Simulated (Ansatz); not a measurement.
BeS:
```
BeS
1.0
    3.44991     0.00000     0.00000
   -1.72496     2.98771     0.00000
    0.00000     0.00000     7.83182
Be S
3 3
Direct
  0.00000   0.50000   0.33333
  0.50000   0.50000   0.66667
  0.50000   0.00000   0.00000
  0.00000   0.50000   0.83333
  0.50000   0.50000   0.16667
  0.50000   0.00000   0.50000
```

Relaxed with r²SCAN.

Problem. Map the electron localisation function on the plane through (0.000, 0.500, 0.333) spanned by u = [1, 0, 0] and v = [0, 0, 1] in lattice vectors, from DFT-r²SCAN in the program Ansatz with PAW potentials.

Solution. x is the fraction of u, y of v (the angle between them is 90°; rows are the nearest grid lines); atoms in the plane: Be at (0.00, 0.00), Be at (0.50, 0.33), S at (0.00, 0.50), S at (0.50, 0.83).
```
y \ x   0.000  0.118  0.176  0.294  0.353  0.471  0.529  0.647  0.706  0.824  0.882   1.00
------  -----  -----  -----  -----  -----  -----  -----  -----  -----  -----  -----  -----
1.00    0.000  0.021  0.191  0.496  0.504  0.478  0.478  0.504  0.496  0.191  0.021  0.000
0.923   0.117  0.693  0.881  0.921  0.909  0.810  0.810  0.909  0.921  0.881  0.693  0.117
0.846   0.176  0.611  0.802  0.847  0.621  0.001  0.001  0.621  0.847  0.802  0.611  0.176
0.769   0.045  0.240  0.507  0.771  0.753  0.549  0.549  0.753  0.771  0.507  0.240  0.045
0.692   0.178  0.112  0.106  0.325  0.522  0.716  0.716  0.522  0.325  0.106  0.112  0.178
0.615   0.823  0.769  0.667  0.245  0.108  0.059  0.059  0.108  0.245  0.667  0.769  0.823
0.538   0.072  0.456  0.722  0.714  0.523  0.084  0.084  0.523  0.714  0.722  0.456  0.072
0.462   0.072  0.659  0.872  0.885  0.793  0.271  0.271  0.793  0.885  0.872  0.659  0.072
0.385   0.823  0.863  0.880  0.859  0.680  0.023  0.023  0.680  0.859  0.880  0.863  0.823
0.308   0.178  0.204  0.228  0.166  0.052  0.000  0.000  0.052  0.166  0.228  0.204  0.178
0.231   0.045  0.089  0.155  0.304  0.313  0.239  0.239  0.313  0.304  0.155  0.089  0.045
0.154   0.176  0.232  0.275  0.260  0.204  0.117  0.117  0.204  0.260  0.275  0.232  0.176
0.0769  0.117  0.209  0.255  0.158  0.093  0.039  0.039  0.093  0.158  0.255  0.209  0.117
0.000   0.000  0.021  0.191  0.496  0.504  0.478  0.478  0.504  0.496  0.191  0.021  0.000
```

The density is the valence pseudo-density with augmentation charge, so density and ELF within about 1 Å of a nucleus are not all-electron values.

Space group P6_422. The start of the workflow was typed in or built on a structure type; neither database checked (COD, Materials Project) lists it. COD files the formula under space group No. 216, so this cell is another polymorph or a model. Whether it is the stable phase at ambient conditions was not checked. The r²SCAN relaxation kept the symmetry of its start; whether a distortion lowers the energy is not shown.

Potentials: the earlier of the program's two PAW sets.
